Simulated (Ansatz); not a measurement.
Single point in Ansatz 0.2.0 with r2SCAN, no spin polarisation. Cutoff 500 eV, PAW datasets, 4×4×3 (shifted by 0.5, 0.5, 0.5 steps) k mesh, fermi-dirac filling (width 0.1 eV).

Computed maps in the lattice plane spanned by a (left to right, 4.32 Å, 13 points from zero) and b (bottom to top, 4.29 Å, 13 points from zero), 88° apart, at height 0.999 along c. The fields are smooth PAW ones with compensation charges, not the true ones near nuclei.

Valence density. Digits on a logarithmic scale: 0 up to 0.03 e/Å³, each further digit a factor of 1.6, 9 from 1.3 e/Å³ up:
```
9985200025899
9974200014689
7753222112467
4432344321234
1123466532111
0023588642000
0013588642000
0013466532000
3222344321223
6542222212456
9863100013689
9985200025799
8986200025899
```

The cell is RbH2. Which atoms lie within 0.2 Å of this plane, and where (fractions of a and b)?

Rb at (0.97, 0.99), H at (0.44, 0.50). The whole cell:
```yaml
crystal:
  lattice:
    - [-3.00351, 0.00706, 3.10445]
    - [2.98278, -0.05361, 3.08372]
    - [-0.06066, 6.13156, -0.04655]
  atoms:
    - { symbol: Rb, position: [0.96765, 0.98578, 0.99937] }
    - { symbol: H, position: [0.97394, 0.99798, 0.46981] }
    - { symbol: H, position: [0.43617, 0.49501, 0.99243] }
```

Origin: a cell with a point defect, so it need not be a known compound. Caveats: many states at the Fermi level without spin polarisation, so a magnetic state may lie lower; the k mesh is coarse if the cell is a metal.
